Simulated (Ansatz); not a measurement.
## Computed properties of Ga4SbAs3 (ordering on zincblende)

All numbers come from the PAW code Ansatz. (Calculated; non-magnetic; the phase may be known or hypothetical.)

Ga4SbAs3, ordered on the zincblende lattice (P-43m) with 8 atoms a cell, relaxed with r2SCAN. Space group P-43m (No. 215), cubic; a = 5.787 Å in the conventional setting, 24.23 Å³ an atom. Around As lie 4 Ga at 2.48 Å; around Ga lie 3 As at 2.48 Å and 1 Sb at 2.59 Å; around Sb lie 4 Ga at 2.59 Å.

```
As Ga Sb
1.0
     5.78740    0.00000    0.00000
     0.00000    5.78740    0.00000
     0.00000    0.00000    5.78740
As Ga Sb
3 4 1
Direct
  0.50000 0.00000 0.00000
  0.00000 0.50000 0.00000
  0.00000 0.00000 0.50000
  0.24177 0.75823 0.75823
  0.75823 0.24177 0.75823
  0.75823 0.75823 0.24177
  0.24177 0.24177 0.24177
  0.50000 0.50000 0.50000
```

Relaxed lattice by functional, symmetry kept:
```
functional  k mesh  a (Å)  volume (Å³/atom)
       PBE   4×4×4  5.869             25.27
    r2SCAN   4×4×4  5.787             24.23
```

Gaps on the r2SCAN cell, each the least over its mesh and the special points:
```
  level  k mesh  gap (eV)    kind  edges  least direct gap (eV)       rough cost
    PBE   4×4×4      0.03  direct      Γ                   0.03  60 core-seconds
PBE+SOC   4×4×4         0       –      –                      –   3 core-minutes
 r2SCAN   4×4×4      0.43  direct      Γ                   0.43  40 core-seconds
  HSE06   4×4×4      0.78  direct      Γ                   0.78  13 core-minutes
```
All runs use a smearing of 0.02 eV.
Wave cutoffs: 420 eV, 500 eV (r2SCAN). Gaps under 0.1 eV (PBE) can't be told from a closed one: the bands may be in normal order or already inverted, which a gap's size doesn't show.
Costs come from shared machines and give only the order; PBE's includes the band path. The runs had 4 threads of Arm Neoverse V1 (shared host).

HSE06 gives a direct gap of 0.78 eV at Γ. Spin-orbit coupling changes the PBE gap by -0.03 eV, and no gap is left. With so small a gap spin-orbit coupling can invert the bands, which the size of the gap doesn't show: the edges may have crossed and parted again.

The levels disagree on the kind of gap: direct with PBE, r2SCAN, HSE06; zero gap with PBE+SOC.

Only the levels marked +SOC include spin-orbit coupling.

The meshes of the hybrids are coarse, so their gaps aren't converged to the digits shown.
